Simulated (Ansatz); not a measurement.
SnC (CsCl type, space group No. 221), plane-wave PAW PBE (Ansatz code), all energies at zero smearing, with the estimated change up to a 700 eV cutoff added, with one set of potentials and settings (totals compare only within such a set). Cell of 2 atoms (1 Sn, 1 C): -6271.039 eV.

```json
[
 {"element": "Sn", "reference phase": "Fd-3m, 2 atoms in the cell", "E (eV/atom)": "-6024.2887"},
 {"element": "C", "reference phase": "P6_3/mmc, 4 atoms in the cell", "E (eV/atom)": "-250.9463"}
]
```

Formation energy per atom, worked out: (-6271.039 − 1×(-6024.2887) − 1×(-250.9463))/2 = 2.098 eV/atom (202 kJ per mol of atoms), at 0 K, without zero-point energy or fitted corrections.

Space group Pm-3m (CsCl type). A made-up cell: these elements were put on the sites of a structure type; neither database checked (COD, Materials Project) lists it. Whether it is the stable phase at ambient conditions was not checked. The cell was relaxed with PBE under the symmetry of its start; whether a distortion lowers the energy is not shown. The references are the lowest solids computed at this level, not always the standard phases. Scalar-relativistic: spin–orbit coupling is off unless named, which matters more the heavier the elements.

Potentials: the earlier of the program's two PAW sets.
